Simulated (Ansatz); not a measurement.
# Computed properties of Bi2Te2S

Bi2Te2S:
```xyz
5
Lattice="9.2011 2.1690 0.0000 -9.2011 2.1690 0.0000 -1.0199 0.0000 4.2164" Properties=species:S:1:pos:R:3 pbc="T T T"
Bi     5.7537     2.1690     3.6293
Bi    -6.7736     2.1690     0.5871
Te     2.5194     2.1690     2.8426
Te    -3.5393     2.1690     1.3738
S      0.0000     0.0000     0.0000
```

Space group I4/mmm (No. 139); conventional cell a = 4.3380 Å, b = 4.3380 Å, c = 17.8863 Å, α = 90.00°, β = 90.00°, γ = 90.00°.

Method: DFT-LDA in the program Ansatz with PAW potentials. Geometry: relaxed at this level of theory. Other levels are named where they apply.

**Cell and energy**

```yaml
volume_per_atom: 33.66 Å³
density: 6.96 g/cm³
Formation energy from the elements (no fitted shifts): -0.025 eV/atom
```

**Electronic structure**

```yaml
band_gap: 0.18 eV (indirect)
valence_band_maximum: off the standard path, at k = (0.266, -0.385, 0.120) in fractions of the reciprocal vectors
conduction_band_minimum: at M2 (k = 0.500, 0.500, 0.500 in fractions of the reciprocal vectors)
smallest_direct_gap_on_the_standard_path: 0.29 eV
hole_effective_mass: 0.70, 0.98, 2.6 mₑ (principal values)
```

**Phonons**

```yaml
Highest zone-centre frequency (without LO–TO term): 316 cm⁻¹
zone_centre_stability: unstable, softest mode 78i cm⁻¹
```

The first step of the workflow began from a Materials Project structure, measured or hypothetical; the Crystallography Open Database copy checked does not list it. COD files the formula under space group No. 166. Its standing as an ambient phase is unchecked. The cell was relaxed with LDA under the symmetry of its start. Point labels and valley counts follow the cell and symmetry of the run, lower than the named group. The references are the lowest solids computed at this level, not always the standard phases. Spin–orbit coupling is left out wherever it is not named.

Potentials: the later of the program's two PAW sets.
